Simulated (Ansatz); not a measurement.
Input:

Zr4Al3:
```cif
data_Al3Zr4
_chemical_formula_sum 'Zr4 Al3'
_space_group_name_H-M_alt 'P6/mmm'
_space_group_IT_number 191
_space_group_name_Hall '-P 6 2'
_cell_length_a 5.39790
_cell_length_b 5.39790
_cell_length_c 5.33266
_cell_angle_alpha 90.000
_cell_angle_beta 90.000
_cell_angle_gamma 120.000
loop_
_atom_site_label
_atom_site_type_symbol
_atom_site_symmetry_multiplicity
_atom_site_Wyckoff_symbol
_atom_site_fract_x
_atom_site_fract_y
_atom_site_fract_z
_atom_site_occupancy
Zr1 Zr 2 e 0.00000 0.00000 0.26034 1
Zr2 Zr 2 d 0.33333 0.66667 0.50000 1
Al1 Al 3 f 0.00000 0.50000 0.00000 1
```

This is the PBEsol-relaxed structure.

All from plane-wave PAW PBEsol (Ansatz code), unless another level is named. Give the density of states at the Fermi level.

0.56 states/eV per atom (mean over ±0.08 eV).

Predict the formation energy from the elements (no fitted shifts).

-0.47 eV/atom.

Give the gap with spin–orbit coupling.

none (metallic).

The first step of the workflow began from a Materials Project structure, measured or hypothetical; the Crystallography Open Database copy checked does not list it. Its standing as an ambient phase is unchecked. The PBEsol relaxation kept the symmetry of its start; of distortions, only those at the zone centre were tested. No spin polarisation was allowed. The references are the lowest solids computed at this level, not always the standard phases. Spin–orbit coupling is left out wherever it is not named.

Potentials: the later of the program's two PAW sets.
